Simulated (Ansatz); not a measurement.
TaAl (CsCl type), relaxed and computed with several functionals in Ansatz (plane waves, PAW).

```csv
functional,a (Å),ΔH_f (eV/atom),B₀ by P(V) fit (GPa)
PBEsol,…,…,…
r²SCAN,3.208,0.07,163
PBE,3.225,0.09,152
```

Task: Fill in the missing entries.

Result: 
- PBEsol, a (Å): 3.196
- PBEsol, ΔH_f (eV/atom): 0.10
- PBEsol, B₀ by P(V) fit (GPa): 161

Typed or built starts, not in the databases checked: TaAl, CsCl type. Unstable at this level: TaAl, CsCl type with PBEsol; TaAl, CsCl type with r²SCAN. All cells were relaxed under the symmetry of their starts (and spin orders); stability against distortions was not tested throughout. Rows with no word on spin ran without spin polarisation. Spin–orbit coupling is left out wherever it is not named.

Potentials: the later of the program's two PAW sets.

Ansatz (a quantum-chemistry and plane-wave program) is a plane-wave DFT program.

Formation energies count from the lowest solids of the elements computed at the same level, not from gases.
